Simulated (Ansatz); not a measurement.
TaN:
```
CELL_PARAMETERS angstrom
      0.00000     2.20857     2.20857
      2.20857     0.00000     2.20857
      2.20857     2.20857     0.00000
ATOMIC_POSITIONS crystal
  N  0.00000 0.00000 0.00000
  Ta 0.50000 0.50000 0.50000
```

Relaxed with PBE.

### Question
Map the electron localisation function on the plane through (0.000, 0.000, 0.000) spanned by u = [1, 0, 0] and v = [0, 1, -1] in lattice vectors, from plane-wave PAW PBE (Ansatz code).

### Answer
x is the fraction of u, y of v (the angle between them is 90°; rows are the nearest grid lines); atoms in the plane: N at (0.00, 0.00), Ta at (0.50, 0.50).
```
| .#@@#=:::=#@@#. |
|.=%@@*-:::-*@@%=.|
|#%@@#=.....=#@@%#|
|@@@%=..:-:..=%@@@|
|@@#=..=*#*=..=#@@|
|#*=..=#@@@#=..=*#|
|=-..=#%#*#%#=..-=|
|::.:*@#-.-#@*:.::|
|::.-#@*. .*@#-.::|
|::.:*@#-.-#@*:.::|
|=-..=#%#*#%#=..-=|
|#*=..=#@@@#=..=*#|
|@@#=..=*#*=..=#@@|
|@@@%=..:-:..=%@@@|
|#%@@#=.....=#@@%#|
|.=%@@*-:::-*@@%=.|
| .#@@#=:::=#@@#. |
```
Scale: ten equal steps from 0.019 (start of ' ') to 0.802 (end of '@'), in the order ' .:-=+*#%@'; x runs from 0.000 to 1.00, y from 0.000 (bottom) to 1.00 (top).

The density is the valence pseudo-density with augmentation charge, so density and ELF within about 1 Å of a nucleus are not all-electron values.

Space group Fm-3m (rock salt). The cell was relaxed with PBE under the symmetry of its start. At this level the phase is dynamically unstable (imaginary phonons). The run is not spin-polarised. Scalar-relativistic: spin–orbit coupling is off unless named, which matters more the heavier the elements.

Potentials: the later of the program's two PAW sets.
